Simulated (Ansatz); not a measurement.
# Time and memory for Si₃N₄

```yaml
crystal:
  lattice:
    - [0.0, 3.83825, 3.83825]
    - [3.83825, 0.0, 3.83825]
    - [3.83825, 3.83825, 0.0]
  atoms:
    - { symbol: Si, position: [0.125, 0.125, 0.125] }
    - { symbol: Si, position: [0.625, 0.125, 0.125] }
    - { symbol: Si, position: [0.125, 0.125, 0.625] }
    - { symbol: Si, position: [0.125, 0.625, 0.125] }
    - { symbol: Si, position: [0.5, 0.5, 0.5] }
    - { symbol: Si, position: [0.75, 0.75, 0.75] }
    - { symbol: "N", position: [0.8822201173, 0.8822201173, 0.8822201173] }
    - { symbol: "N", position: [0.8966603519, 0.3677798827, 0.3677798827] }
    - { symbol: "N", position: [0.8822201173, 0.8822201173, 0.3533396481] }
    - { symbol: "N", position: [0.3677798827, 0.8966603519, 0.3677798827] }
    - { symbol: "N", position: [0.3533396481, 0.8822201173, 0.8822201173] }
    - { symbol: "N", position: [0.3677798827, 0.3677798827, 0.3677798827] }
    - { symbol: "N", position: [0.8822201173, 0.3533396481, 0.8822201173] }
    - { symbol: "N", position: [0.3677798827, 0.3677798827, 0.8966603519] }
kpoints:
  mp_grid: { grid: [4, 4, 4] }
scf:
  occupations: { method: fixed }
hamiltonian:
  xc: pbe
  pseudopotentials: { kind: paw }
output:
  forces: true
  efg:
    quadrupole_moments_barn: { "N": 0.02044 }
    contact_densities: true
  core_levels:
    shells: { Si: "2p", "N": "1s" }
    counted_from: valence_top
    eps_inf: [5.173, 5.173, 5.173]
```

```sh
ansatz run input.yaml --threads 1 --pin off --max-ram 2560MiB --backend cpu --events-out ev --progress --plain --runs-dir out
```

It runs on 1 thread of Intel Xeon 6975P-C (Granite Rapids) (x86_64; 16 cores open to the job, memory cap 2.5 GiB, no GPU), a shared host with a load of 0.3 a core.

(1) How much time and memory should be set aside?

Results:

(1) About 22 s of wall time (22 s of CPU time) and 0.54 GiB. The run holds 64 valence electrons in 46 bands, about 2229 plane waves a k-point and 8 irreducible k-points, and took 6 SCF iterations for the ground state, and 3 further spin-resolved or lower-symmetry cells with a core hole. Times on a shared host vary by tens of per cent.
